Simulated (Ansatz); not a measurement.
Space group P4_32_12 (No. 96). a = 5.925 Å, b = 5.925 Å, c = 6.971 Å, α = 90.00°, β = 90.00°, γ = 90.00°
```
atom site symmetry x y z
  Ge    4a       ..2  0.0887  0.0887  0.0000
  Ge    8b         1  0.1716  0.3694  0.2568
```

Equation of state of this Ge structure (not necessarily the ground state), with shape and atoms relaxed at each volume where symmetry leaves them free. All numbers below come from DFT PBEsol, scalar-relativistic, plane waves, PAW in Ansatz 0.2.0.

Cutoff 420 eV; k points 6×6×6 on the computed 12-atom cell (Γ-centred); Gaussian smearing, width 0.02 eV; no spin polarisation.

```
V (Å³/atom) E − E(largest V) (meV/atom) P (GPa) gap on mesh (eV)
     19.168                         2.98     4.20              0.53
     19.780                        -8.55     1.91              0.52
     20.392                       -12.05     0.02              0.45
     21.004                        -8.85    -1.62              0.38
     21.615                         0.00    -2.97              0.31
```

Question: Fit a third-order Birch–Murnaghan equation to E(V).

Answer: V0 = 20.39 Å³/atom, B0 = 59 GPa, B0' = 4.9.

The gaps are read on the mesh, which can miss the band edges, so they can be too wide.

This form isn't the element's structure at ambient conditions.